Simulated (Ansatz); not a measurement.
# Relaxing a structure of WC

The start is a generated cell, WC built in the MnP structure type. Cell shape, volume and atoms are optimised at zero target pressure with r2SCAN (plane waves to 500 eV, PAW, scalar-relativistic; Ansatz, a quantum-chemistry and plane-wave program). First-step values are on the input's coarse k-mesh.

Ansatz input (later rounds restart from its end on a renewed k-mesh):
Ansatz 0.2 input:
```yaml
crystal:
  lattice:
    - [5.390274, 0, 0]
    - [0, 3.270404, 0]
    - [0, 0, 6.07064]
  atoms:
    - { symbol: W, position: [0.5056, 0.25, 0.6952] }
    - { symbol: W, position: [0.0056, 0.25, 0.8048] }
    - { symbol: W, position: [0.4944, 0.75, 0.3048] }
    - { symbol: W, position: [0.9944, 0.75, 0.1952] }
    - { symbol: C, position: [0.6879, 0.25, 0.0696] }
    - { symbol: C, position: [0.1879, 0.25, 0.4304] }
    - { symbol: C, position: [0.3121, 0.75, 0.9304] }
    - { symbol: C, position: [0.8121, 0.75, 0.5696] }
basis: { ecutwfc: 500, ecutrho_ratio: 4, xc_grid: 4, fft_grid_basis: typed }
kpoints: { mp_grid: { grid: [5, 7, 4] } }
hamiltonian:
  xc: r2scan
  dispersion: none
  pseudopotentials: { azcp: { folder: ./paw }, kind: paw }
scf: { occupations: { method: fermi_dirac, width: 0.05 } }
relax: { f_tol: 0.01, max_steps: 100, cell: { stress_tol: 0.02 } }
output: { forces: true, stress: true }
```

What pressure does the first self-consistent step give?

-47 GPa (negative: the cell is under tension).

Does the structure survive the relaxation? Give the final space group.

The space group goes from Pnma (No. 62) to P6₃/mmc (No. 194); the end is NiAs type, with 4 atoms in the primitive cell.

How much energy is released per atom?

0.84 eV/atom.

How does the volume per atom move from start to end?

-21.5 %, from 13.38 to 10.50 Å³/atom.

How do the shortest distances between atoms change?

The closest pairs of elements (up to four, under 3.6 Å), start → end: C–W 2.35 → 2.21 Å; C–C 2.74 → 2.91 Å; W–W 2.78 → 2.86 Å.

Write out the relaxed structure.


```cif
data_C2W2
_chemical_formula_sum 'W2 C2'
_space_group_name_H-M_alt 'P63/mmc'
_space_group_IT_number 194
_space_group_name_Hall '-P 6c 2c'
_cell_length_a 2.90916
_cell_length_b 2.90916
_cell_length_c 5.72847
_cell_angle_alpha 90.000
_cell_angle_beta 90.000
_cell_angle_gamma 120.000
loop_
_atom_site_label
_atom_site_type_symbol
_atom_site_symmetry_multiplicity
_atom_site_Wyckoff_symbol
_atom_site_fract_x
_atom_site_fract_y
_atom_site_fract_z
_atom_site_occupancy
W1 W 2 a 0.00000 0.00000 0.00000 1
C1 C 2 d 0.66667 0.33333 0.25000 1
```

Final values are on a 18×18×8 k-mesh of the relaxed cell. No spin polarisation in the result.

The run could not lose the symmetry of its start, so the end can be a saddle point.

The relaxed structure here is a generated cell of WC: the first start was made by placing the elements on the sites of a structure type, and the end was not matched to a known phase here, so it may be hypothetical. Known forms of WC include space group No. 187.
